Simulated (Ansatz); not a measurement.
Given:

GaN (zinc blende)

```cif
data_GaN
_chemical_formula_sum 'N1 Ga1'
_space_group_name_H-M_alt 'P 1'
_space_group_IT_number 1
_cell_length_a 3.21648
_cell_length_b 3.21648
_cell_length_c 3.21648
_cell_angle_alpha 60.000
_cell_angle_beta 60.000
_cell_angle_gamma 60.000
loop_
_space_group_symop_operation_xyz
  'x, y, z'
loop_
_atom_site_label
_atom_site_type_symbol
_atom_site_fract_x
_atom_site_fract_y
_atom_site_fract_z
_atom_site_occupancy
N1 N 0.75000 0.75000 0.75000 1
Ga1 Ga 0.00000 0.00000 0.00000 1
```

Equation-of-state scan: isotropic scaling of the cell above, V₀ being its volume. Symmetry pins the atoms to their sites.

Method: PBE (plane waves to 420 eV, PAW, scalar-relativistic; Ansatz, a first-principles code). k mesh 12×12×12 (Γ-centred), Fermi-Dirac smearing 0.05 eV. The energy includes the smearing's −TS. Stress and pressure are positive under compression. GaN was relaxed with its symmetry unable to fall. The PAW data are Ansatz's earlier set. ΔE is measured from the relaxed starting cell.

The scan covers V/V₀ from 0.940 to 1.060 in 9 points.

### Question
What is the fitted pressure derivative B₀′?

### Answer
4.4.

### Question
What bulk modulus B₀ follows from a third-order Birch-Murnaghan fit?

### Answer
172 GPa.

(Under strain, the slope of the energy per volume gives the stress and its curvature an elastic modulus.)
